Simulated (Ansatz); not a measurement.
## Why doesn't this TiN calculation finish?

We look at TiN: an experimental structure (space group Fm-3m), with 2 atoms per cell. Source: COD entry 1101081; it may be a high-temperature, high-pressure or metastable form.

The calculation used DFT, PBEsol+U, PAW, plane waves, scalar-relativistic in Ansatz development build ahead of 0.2.0.

```yaml
crystal:
  lattice:
    - [0.0, 2.1205, 2.1205]
    - [2.1205, 0.0, 2.1205]
    - [2.1205, 2.1205, 0.0]
  atoms:
    - { symbol: Ti, position: [0.0, 0.0, 0.0], spin: 1.0 }
    - { symbol: "N", position: [0.5, 0.5, 0.5] }
magnetization:
  spin_polarized: true
hamiltonian:
  xc: pbesol
  pseudopotentials: { kind: paw }
  hubbard: { sites: [{ species: Ti, l: d, u_eff: 3.0 }] }
basis:
  ecutwfc: 420
kpoints:
  mp_grid: { grid: [8, 8, 8] }
scf:
  occupations: { method: fermi_dirac, width: 0.1 }
  lower_state_search: "off"
  algorithm: density_mixing
  max_iter: 80
  mixing: { algorithm: anderson, ndim: 1, beta: 1.0, preconditioner: kerker }
output:
  forces: true
  stress: true
```

The starting density is a sum of atomic densities.

A static U favours moments and orbital order; the result depends on U and need not be the measured state. With one magnetic atom in the cell its copies can only be parallel; orders in a larger cell may lie lower. Only one magnetic start was run, with no search, so the state need not be the lowest.

Launched as:
```sh
ansatz run input.yaml --threads 2 --pin off --max-ram 5120MiB --backend cpu --events-out ev --progress --plain --runs-dir out
```

Time: 6.1 s on 2 threads of Intel(R) Xeon(R) 6975P-C (Granite Rapids), with other jobs on the host, peak memory 0.3 GiB.

| iteration | Harris–Foulkes energy + 2854 (eV) | largest residual (eV) | M (μB) | absolute moment (μB) |
| --- | --- | --- | --- | --- |
| 1 | 0.5244 | 2.16e+00 | 0.45 | 0.53 |
| 2 | 0.2561 | 2.84e+00 | 0.35 | 0.45 |
| 3 | -0.0897 | 3.75e+00 | 0.28 | 0.31 |
| 4 | -0.2505 | 5.56e+00 | 0.21 | 0.28 |
| 5 | -0.9788 | 7.26e+00 | 0.17 | 0.19 |
| 6 | -1.1524 | 1.09e+01 | 0.15 | 0.19 |
| 8 | -2.6388 | 2.00e+01 | 0.10 | 0.12 |
| 15 | -17.1524 | 5.65e+01 | 0.01 | 0.01 |
| 23 | -21.2740 | 6.67e+01 | 0.00 | 0.00 |
| 30 | -10.7212 | 6.74e+01 | 0.00 | 0.00 |
| 37 | -21.5948 | 6.74e+01 | 0.00 | 0.00 |
| 44 | -10.7340 | 6.74e+01 | 0.00 | 0.00 |
| 51 | -21.6042 | 6.74e+01 | 0.00 | 0.00 |
| 54 | -10.7377 | 6.75e+01 | 0.00 | 0.00 |
| 58 | -10.7395 | 6.75e+01 | 0.00 | 0.00 |
| 66 | -10.7402 | 6.75e+01 | 0.00 | 0.00 |
| 73 | -21.6091 | 6.75e+01 | 0.00 | 0.00 |
| 76 | -10.7405 | 6.75e+01 | 0.00 | 0.00 |
| 77 | -21.6090 | 6.75e+01 | 0.00 | 0.00 |
| 78 | -10.7401 | 6.75e+01 | 0.00 | 0.00 |
| 79 | -21.6130 | 6.75e+01 | 0.00 | 0.00 |
| 80 | -10.7558 | 6.75e+01 | 0.00 | 0.00 |

The run ends with: did not converge after 80 iterations: dr2 = 6.75e1 (threshold 1.00e-7), under the density mixer `anderson` [...]

What is going wrong, and which changes make it converge?

The run falls into a cycle of 2 steps and the residual stays around 7e+01 eV: the energy estimate swings by 11 eV, as each step overshoots and the next one undoes it. The setting at fault is “linear mixing, β 1.0, Kerker”: with the default settings (MSR1 mixing, preconditioner none) the same cell converges in 19 iterations, non-magnetic, no gap on the k-mesh. Simple mixing is stable only while β stays under 2 divided by the largest eigenvalue of the (preconditioned) dielectric matrix; here it overshoots. Changes that cure it: a switch to direct minimisation allowed after 20 iterations, with a limit of 80 (58 iterations); mixing history raised to 8 (18 iterations). Makes the iteration stable but too slow for the limit: β lowered to 0.25 (not converged after 80 iterations). No help: preconditioner removed (cycles, last residual 3e+03 eV).
